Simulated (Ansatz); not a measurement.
A relaxed structure of CeO₂ is spoiled in several ways and relaxed again each time (noise and exchanges are one random draw each; squeezed and stretched starts keep its symmetry, which their runs cannot lower; pressure is positive under compression). These are r2SCAN (plane waves to 500 eV, PAW, scalar-relativistic; Ansatz, a program for electronic structure) values and carry that method's errors.

```cif
data_Ce4O8
_chemical_formula_sum 'Ce4 O8'
_space_group_name_H-M_alt 'Fm-3m'
_space_group_IT_number 225
_space_group_name_Hall '-F 4 2 3'
_cell_length_a 5.43737
_cell_length_b 5.43737
_cell_length_c 5.43737
_cell_angle_alpha 90.000
_cell_angle_beta 90.000
_cell_angle_gamma 90.000
loop_
_atom_site_label
_atom_site_type_symbol
_atom_site_symmetry_multiplicity
_atom_site_Wyckoff_symbol
_atom_site_fract_x
_atom_site_fract_y
_atom_site_fract_z
_atom_site_occupancy
Ce1 Ce 4 a 0.00000 0.00000 0.00000 1
O1 O 8 c 0.25000 0.25000 0.25000 1
```
(The calculation used a cell of 3 atoms; values per cell refer to that cell.)

One start gave a first pressure of -27.9 GPa, a largest first force of 0.00 eV/Å and released 0.45 eV/atom. Which change was it?
A) with every coordinate shifted by Gaussian noise of σ = 0.1 Å
B) stretched uniformly to 115 % of its volume
C) stretched uniformly to 130 % of its volume

C, stretched uniformly to 130 % of its volume. All starts:

```csv
change,first pressure (GPa),largest first force (eV/Å),released (eV/atom),moves,outcome,final group,E − E(parent) (eV/atom)
stretched uniformly to 115 % of its volume,-19.6,0.00,0.14,4,returns to the parent,Fm-3m,0.000
stretched uniformly to 130 % of its volume,-27.9,0.00,0.45,5,returns to the parent,Fm-3m,0.000
with every coordinate shifted by Gaussian noise of σ = 0.1 Å,3.3,2.13,0.100,4,returns to the parent,Fm-3m,0.000
```

First-step values come from each run's starting, coarser k-mesh (7×7×7). Each cell has its own k-point mesh; energy differences are given only to the digits this allows. No spin polarisation in the result. The d or f electrons are treated with no Hubbard U. The f-shell occupation is the one the SCF fell into and was not checked against other states.
